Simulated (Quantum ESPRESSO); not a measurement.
Ta4Nb2GaPd, input and log of a self-consistent run

Computed values, not a measurement. The program is pw.x of Quantum ESPRESSO 7.5 (plane-wave density functional theory). The cell is made up: eight metal atoms on a hexagonal close-packed lattice, with elements, volume, strain and displacements drawn at random and not relaxed, so it may be unstable or far from any real phase. PseudoDojo standard norm-conserving files set the functional (PBE unless stated); there is no spin polarisation or spin-orbit coupling, the Fermi-Dirac width of 0.25 eV means electrons at about 2900 K, and the masses in the input are unused placeholders. Heavy elements are run without spin-orbit coupling, which real alloys of them have. A spin test at this wide smearing found no moment, but such smearing suppresses magnetism that the real alloy may have.

Input:

```
&control calculation='scf', pseudo_dir='./dojo.nc.sr.pbe.v0_5.standard.upf', outdir='./o', disk_io='minimal', tprnfor=.true., tstress=.true. /
&system ibrav=0, nat=8, ntyp=4, nbnd=72, ecutwfc=84.00895049, nosym=.true., tot_charge=0,
 occupations='smearing', smearing='fd', degauss=0.0183746611
/
&electrons conv_thr=1.470e-08, electron_maxstep=70, mixing_beta=0.5 /
ATOMIC_SPECIES
Ga 1.0 Ga.upf
Nb 1.0 Nb.upf
Pd 1.0 Pd.upf
Ta 1.0 Ta.upf
CELL_PARAMETERS angstrom
0.0 0.0 4.8104
5.9902 0.0 0.0
-2.9951 5.1877 0.0
ATOMIC_POSITIONS angstrom
Ta 0.0821 0.0804 0.0101
Nb -1.4438 2.6664 0.0445
Ta 2.9842 0.0873 -0.0442
Ta 1.5864 2.6938 -0.048
Ga -0.0223 1.6973 2.4366
Ta -1.39 4.4389 2.3488
Pd 2.9971 1.6878 2.3907
Nb 1.4514 4.4744 2.4158
K_POINTS automatic
5 5 5 1 1 1
```

The log is shortened where brackets say so; the opening notice, blank lines, dates and the lines on written files are dropped, and the path of the files is cut. It prints rydbergs, bohrs and kilobars, and counts compression as positive stress. Its total energy is the free energy E - TS of the whole cell.

```
     Program PWSCF v.7.5
     Parallel version (MPI & OpenMP), running on       4 processor cores
     Number of MPI processes:                 4
     Threads/MPI process:                     1
     [start-up lines left out]
     bravais-lattice index     =            0
     lattice parameter (alat)  =       9.0903  a.u.
     unit-cell volume          =    1008.7742 (a.u.)^3
     number of atoms/cell      =            8
     number of atomic types    =            4
     number of electrons       =       109.00
     number of Kohn-Sham states=           72
     kinetic-energy cutoff     =      84.0090  Ry
     charge density cutoff     =     336.0358  Ry
     scf convergence threshold =      1.5E-08
     mixing beta               =       0.5000
     number of iterations used =            8  plain     mixing
     Exchange-correlation= PBE
                           (   1   4   3   4   0   0   0)
     [axes and pseudopotential details left out]
   Cartesian axes
     site n.     atom                  positions (alat units)
         1        Ta     tau(   1) = (   0.0170672   0.0167138   0.0020996  )
         2        Nb     tau(   2) = (  -0.3001414   0.5542990   0.0092508  )
         3        Ta     tau(   3) = (   0.6203642   0.0181482  -0.0091884  )
         4        Ta     tau(   4) = (   0.3297855   0.5599950  -0.0099784  )
         5        Ga     tau(   5) = (  -0.0046358   0.3528397   0.5065275  )
         6        Ta     tau(   6) = (  -0.2889573   0.9227715   0.4882754  )
         7        Pd     tau(   7) = (   0.6230459   0.3508648   0.4969857  )
         8        Nb     tau(   8) = (   0.3017213   0.9301513   0.5022036  )
     number of k points=    63  Fermi-Dirac smearing, width (Ry)=  0.0184
                       cart. coord. in units 2pi/alat
        k(    1) = (   0.0803045   0.1390905   0.1000000), wk =   0.0320000
        k(    2) = (   0.0803045   0.3245446   0.1000000), wk =   0.0320000
     [further k points left out]
     Dense  grid:   104969 G-vectors     FFT dimensions: (  54,  72,  72)
     Estimated max dynamical RAM per process >     430.43 MB
     Estimated total dynamical RAM >       1.61 GB
     Initial potential from superposition of free atoms
     starting charge     108.9889, renormalised to     109.0000
     Starting wfcs are   78 randomized atomic wfcs
     total cpu time spent up to now is        7.5 secs
     per-process dynamical memory:   340.6 Mb
     Self-consistent Calculation
     iteration #  1     ecut=    84.01 Ry     beta= 0.50
     Davidson diagonalization with overlap
     ethr =  1.00E-02,  avg # of iterations =  2.4
     total cpu time spent up to now is       25.7 secs
     total energy              =   -1186.29886193 Ry
     estimated scf accuracy    <      11.85186088 Ry
     iteration #  2     ecut=    84.01 Ry     beta= 0.50
     Davidson diagonalization with overlap
     ethr =  1.00E-02,  avg # of iterations =  3.0
     total cpu time spent up to now is       44.6 secs
     total energy              =   -1191.98532597 Ry
     estimated scf accuracy    <      32.65684131 Ry
     iteration #  3     ecut=    84.01 Ry     beta= 0.50
     Davidson diagonalization with overlap
     ethr =  1.00E-02,  avg # of iterations =  2.0
     total cpu time spent up to now is       61.5 secs
     total energy              =   -1194.21230798 Ry
     estimated scf accuracy    <       5.25786933 Ry
     iteration #  4     ecut=    84.01 Ry     beta= 0.50
     Davidson diagonalization with overlap
     ethr =  4.82E-03,  avg # of iterations =  1.6
     total cpu time spent up to now is       76.5 secs
     total energy              =   -1193.95143484 Ry
     estimated scf accuracy    <       2.54507052 Ry
     iteration #  5     ecut=    84.01 Ry     beta= 0.50
     Davidson diagonalization with overlap
     ethr =  2.33E-03,  avg # of iterations =  2.8
     total cpu time spent up to now is       91.9 secs
     total energy              =   -1193.85934252 Ry
     estimated scf accuracy    <       1.02255929 Ry
     [iterations 6 to 15 left out]
     iteration # 16     ecut=    84.01 Ry     beta= 0.50
     Davidson diagonalization with overlap
     ethr =  3.56E-09,  avg # of iterations =  2.0
     total cpu time spent up to now is      279.8 secs
     total energy              =   -1193.90208398 Ry
     estimated scf accuracy    <       0.00000209 Ry
     iteration # 17     ecut=    84.01 Ry     beta= 0.50
     Davidson diagonalization with overlap
     ethr =  1.92E-09,  avg # of iterations =  1.1
     total cpu time spent up to now is      294.2 secs
     total energy              =   -1193.90208419 Ry
     estimated scf accuracy    <       0.00000014 Ry
     iteration # 18     ecut=    84.01 Ry     beta= 0.50
     Davidson diagonalization with overlap
     ethr =  1.30E-10,  avg # of iterations =  2.5
     total cpu time spent up to now is      311.1 secs
     total energy              =   -1193.90208421 Ry
     estimated scf accuracy    <       0.00000003 Ry
     iteration # 19     ecut=    84.01 Ry     beta= 0.50
     Davidson diagonalization with overlap
     ethr =  2.57E-11,  avg # of iterations =  3.4
     total cpu time spent up to now is      328.4 secs
     total energy              =   -1193.90208421 Ry
     estimated scf accuracy    <       0.00000002 Ry
     iteration # 20     ecut=    84.01 Ry     beta= 0.50
     Davidson diagonalization with overlap
     ethr =  1.76E-11,  avg # of iterations =  1.9
     total cpu time spent up to now is      343.8 secs
     End of self-consistent calculation
     [lines on levels left out]
!    total energy              =   -1193.90208421 Ry
     estimated scf accuracy    <          3.1E-09 Ry
     smearing contrib. (-TS)   =      -0.13426814 Ry
     internal energy E=F+TS    =   -1193.76781607 Ry
     The total energy is F=E-TS. E is the sum of the following terms:
     one-electron contribution =    -282.05487259 Ry
     hartree contribution      =     200.90481247 Ry
     xc contribution           =    -254.43687795 Ry
     ewald contribution        =    -858.18087799 Ry
     convergence has been achieved in  20 iterations
     Forces acting on atoms (cartesian axes, Ry/au):
     atom    1 type  4   force =    -0.00661364   -0.01473204   -0.00448119
     atom    2 type  2   force =     0.00477861   -0.00663890   -0.01565097
     atom    3 type  4   force =     0.00838128   -0.00902643    0.00614063
     atom    4 type  4   force =    -0.00288660   -0.00144060    0.01359228
     atom    5 type  1   force =     0.00616873    0.02481392   -0.00526278
     atom    6 type  4   force =    -0.03677942   -0.01837811    0.01654914
     atom    7 type  3   force =    -0.00535231    0.04928395   -0.00038651
     atom    8 type  2   force =     0.03230337   -0.02388178   -0.01050059
     Total force =     0.088346     Total SCF correction =     0.000165
     Computing stress (Cartesian axis) and pressure
          total   stress  (Ry/bohr**3)                   (kbar)     P=      -60.51
  -0.00060557  -0.00004119   0.00000510          -89.08       -6.06        0.75
  -0.00004119  -0.00044673  -0.00000299           -6.06      -65.72       -0.44
   0.00000510  -0.00000299  -0.00018181            0.75       -0.44      -26.74
     init_run     :      7.13s CPU      7.42s WALL (       1 calls)
     electrons    :    329.62s CPU    336.35s WALL (       1 calls)
     forces       :      2.85s CPU      2.87s WALL (       1 calls)
     stress       :      9.89s CPU     10.10s WALL (       1 calls)
     [timing details left out]
     PWSCF        :   5m49.62s CPU   5m56.89s WALL
     JOB DONE.
```

In other units: free energy -16243.865 eV for the cell, pressure -6.05 GPa, largest force component 1.267 eV/Å in size. The run took 359 s of wall time with four MPI processes on a shared machine (Intel Xeon, 2023 or later, virtual cores), so the time is rough. A rerun of this cell at a higher cutoff and on a denser mesh moved values by no more than 0.006 eV in energy, 0.03 GPa in stress and 0.007 eV/Å in force, and a second program with other atomic files agreed on that cell to 2 % rms in force and 0.5 GPa in pressure.